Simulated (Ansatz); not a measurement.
The geometry is COD entry 9013008, unchecked; take it as a test cell. The listed cell was then made from it by scaling, straining or moving an atom.

An input for Sb: DFT, PBEsol, all-electron LAPW, scalar-relativistic (Ansatz 0.2.0).

Command: `ansatz run input.yaml --threads 1 --pin off --max-ram 3072MiB --backend cpu --events-out ev --progress --plain --runs-dir out` The run took 17 s on 1 thread of Arm Neoverse V1, with other jobs on the host, peak memory 0.36 GiB.

```yaml
crystal:
  lattice:
    - [3.16, -0.0474, -0.0474]
    - [-0.0474, 3.16, -0.0474]
    - [-0.0474, -0.0474, 3.16]
  atoms:
    - { symbol: Sb, position: [0.0, 0.0, 0.0] }
kpoints:
  mp_grid: { grid: [13, 13, 13] }
  band_path:
    path:
      - [0.0, 0.0, 0.0]
      - [0.5, 0.0, 0.0]
      - [0.5, -0.5, 0.5]
      - [0.4710985464, -0.5289014536, 0.4710985464]
      - [0.4710985464, 0.4710985464, 0.4710985464]
      - [0.0, 0.0, 0.0]
      - [0.5, -0.5, 0.0]
    npoints: 5
scf:
  occupations: { method: fermi_dirac, width: 0.05 }
hamiltonian:
  xc: pbesol
  pseudopotentials: { kind: all_electron, lapw: { basis_error: 0.001 } }
output:
  forces: true
  stress: true
  eigenvalues: true
```

Set-up and iterations as logged by Ansatz (the results part is left out, to be predicted):

```
LAPW: plane waves up to 6.953 Å⁻¹, error target 1.0e-3 eV per atom; small_component_spin mean_spin; Sb in spheres of 1.580 Å, 23 of its electrons in bands, Dirac shells []
Engine: ansatz 0.2.0
Pseudopotentials: kind: all_electron
Pseudopotential: Sb, LAPW, valence charge 23, Koelling and Harmon's equation, gaussian nucleus
Functional definition: PBEsol
  exchange = pbesol_x
  correlation = pbesol_c
Crystal: 1 atoms, lattice volume = 31.533 Å³
Basis set: ecut = 184.1773849546529 eV, 177 PW (Γ), exchange–correlation at level 2
Bands: 16, of which v1, the nominal top of the filled ones, is band 12 counted from 1 (11 counted from 0)
Symmetry: 12 space group operations
Space group: R-3m (ITA 166), of the structure as read, at distance tolerance 3.2e-5 Å
k-points: 231 of 2197
Non-local potential: Sb, projectors of the file, none
Initial density: superposition of atomic densities (chi_scale 0.1, normalization cell)
Initial wavefunctions: plane waves of lowest kinetic energy (no species holds an atomic orbital)
Functional: x = pbesol(κ = 0.804, μ = 0.12345679012345678), c = pbesol(β = 0.046)
iter 1 solved again at ethr=5.82e-5 eV; its pass at ethr=1.00e-1 eV (dr2=1.34e-2 eV) is discarded
SCF iter   1: F=—  HF=-176291.752488 eV  |F-HF|=—  |Δ(HF+E_count)|=         —  Δρ=8.11e-3  dr2=1.35e-2  ethr=5.82e-5  ⟨swp⟩=3.1  Hψ=25836  notcnv=0
SCF iter   2: F=—  HF=-176291.747999 eV  |F-HF|=—  |Δ(HF+E_count)|=   4.49e-3  Δρ=5.38e-3  dr2=7.21e-3  ethr=5.82e-5  ⟨swp⟩=2.0  Hψ=10312  notcnv=0
iter 3 solved again at ethr=1.86e-6 eV; its pass at ethr=3.13e-5 eV (dr2=4.28e-4 eV) is discarded
SCF iter   3: F=—  HF=-176291.748660 eV  |F-HF|=—  |Δ(HF+E_count)|=   6.61e-4  Δρ=1.33e-3  dr2=4.28e-4  ethr=1.86e-6  ⟨swp⟩=2.0  Hψ=17623  notcnv=0
SCF iter   4: F=—  HF=-176291.748520 eV  |F-HF|=—  |Δ(HF+E_count)|=   1.40e-4  Δρ=1.58e-4  dr2=7.72e-6  ethr=1.86e-6  ⟨swp⟩=2.0  Hψ=10313  notcnv=0
SCF iter   5: F=—  HF=-176291.748523 eV  |F-HF|=—  |Δ(HF+E_count)|=   3.93e-6  Δρ=2.53e-5  dr2=1.75e-7  ethr=3.36e-8  ⟨swp⟩=2.7  Hψ=10484  notcnv=0
SCF iter   6: F=-176291.748524 eV  HF=-176291.748524 eV  |F-HF|=6.98e-10  |Δ(HF+E_count)|=   3.80e-7  Δρ=1.11e-6  dr2=3.17e-10  ethr=7.63e-10  ⟨swp⟩=3.0  Hψ=10901  notcnv=0
```

(1) What pressure will this run report?

(2) Is there a band gap?

## Answers

(1) -4.90 GPa (positive in compression).

(2) none: with an odd electron count and no spin polarisation the bands can't all be full, a metal in this set-up (spin order or a larger cell could open a gap).
